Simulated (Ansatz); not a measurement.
A geometry of Pt away from equilibrium: step 2 of the relaxation of a relaxed Pt cell displaced along its unstable phonon at q = (½, 0, 0) of its primitive reciprocal cell (29i cm⁻¹), largest move 0.15 Å. Calculation: PBEsol (plane waves to 420 eV, PAW, scalar-relativistic; Ansatz, a first-principles code). Γ-centred k-mesh 4×8×12 on the run's cell (coarser than for final values), Fermi–Dirac smearing 0.05 eV.

```xyz
6
Lattice="8.9258 0.0190 0.0000 -2.2232 3.8507 0.0000 0.0000 0.0000 2.6733" Properties=species:S:1:pos:R:3:forces:R:3 pbc="T T T" free_energy=-74302.045 pressure_GPa=0.6
Pt     0.0000     0.0000    -0.0228    0.0000    0.0000    0.0229
Pt     4.4629     0.0095     0.0228    0.0000    0.0000   -0.0229
Pt     0.0131     2.5747     1.1489   -0.0551   -0.0318   -0.1667
Pt     4.4760     2.5842     1.5244   -0.0551   -0.0318    0.1667
Pt     2.2266     1.2856     1.5244    0.0551    0.0318    0.1667
Pt     6.6896     1.2951     1.1489    0.0551    0.0318   -0.1667
```

Positions in Å, forces in eV/Å, free energy of the cell in eV (comparable only within this code, potentials and settings). Largest force: 0.18 eV/Å, on Pt3, Pt4, Pt5, Pt6 (atoms numbered as listed); the geometry lies 0.15 eV/atom above the end of its relaxation.

No spin polarisation in the result.

The run could not lose the symmetry of its start.

Of the parent cell (P6/mmm (No. 191)): it is a generated cell of Pt: the first start was made by placing the elements on the sites of a structure type, and the end was not matched to a known phase here, so it may be hypothetical. Known forms of Pt include space group No. 225.
